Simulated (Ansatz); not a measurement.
# Run record: bands, slopes and optics on a fine k mesh of K (Fm-3m)

The sound run that this one varies used PBEsol, PAW on Ansatz 0.2.0's default frozen-core files (fitted under PBE), scalar-relativistic.

The structure is one entry of a database and needn't be the stable phase.

Launched as:

```sh
ansatz run input.yaml --threads 1 --pin off --max-ram 3072MiB --backend cpu --events-out ev --progress --plain --runs-dir out
```

input.yaml:

```yaml
crystal:
  lattice:
    - [0.0, 3.28939830618, 3.28939830618]
    - [3.28939830618, 0.0, 3.28939830618]
    - [3.28939830618, 3.28939830618, 0.0]
  atoms:
    - { symbol: K, position: [0.0, 0.0, 0.0] }
kpoints:
  mp_grid: { grid: [14, 14, 14] }
scf:
  max_iter: 100
hamiltonian:
  xc: pbesol
  pseudopotentials: { kind: paw }
output:
  forces: true
  stress: true
  eigenvalues: true
  eigenstates:
    nscf_kmesh: { grid: [20, 20, 20] }
    de_dk: true
    e_range: [-14, 14]
  optics:
    e_range: [0, 20]
    de: 0.2
    sigma: 0.15
    bands: { spectra_wanted_up_to: 20 }
    nscf_kmesh: { grid: [20, 20, 20] }
    drude_damping: 0.1
checkpoint:
  write: ck
  write_wavefunctions: false
```

One thing in this input is wrong on purpose: no occupation method.  Changed keys: scf.occupations, scf.max_iter.

Output (shortened where marked):

```
Error: YAML parse error: `scf.occupations.method` is required: fixed only where the cell keeps a band gap throughout the run, explicit beside scf.occupations.values (under evaluate: without them), else a smearing such as fermi_dirac (scf.occupations.width is optional; its entry in the input reference gives the default)
```

The input was rejected before any iteration.

It took 0.03 s on 1 thread of Intel(R) Xeon(R) Platinum 8259CL CPU @ 2.50GHz (Skylake/Cascade Lake), on a shared host, peak memory 0.032 GiB.
